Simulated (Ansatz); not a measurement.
Au:
Space group Im-3m (No. 229); a = b = c = 3.2422 Å, α = β = γ = 90.00°

| atom | site | symmetry | x | y | z |
|---|---|---|---|---|---|
| Au | 2a | m-3m | 0.0000 | 0.0000 | 0.0000 |
(The calculation used a cell of 1 atom; values per cell refer to that cell.)

This is the PBEsol-relaxed structure.

Problem. All from the program Ansatz at the PBEsol level (PAW), unless another level is named. Estimate the bulk modulus (Birch–Murnaghan fit).

Solution. 175 GPa.

Problem. Predict the elastic constants (relaxed ions, GPa).

Solution. C11 = 167, C12 = 177, C44 = 69.9.

The workflow started from a Materials Project entry (that database holds measured and hypothetical structures alike); the Crystallography Open Database copy checked does not list it. It is not the phase usual at ambient conditions (space group No. 225). Symmetry was held in the PBEsol relaxation. At this level the phase is mechanically unstable. As this level gives no gap, shear constants depend on the k-mesh and smearing (Fermi–Dirac, 0.1 eV here). Scalar-relativistic: spin–orbit coupling is off unless named, which matters more the heavier the elements.

Potentials: the later of the program's two PAW sets.
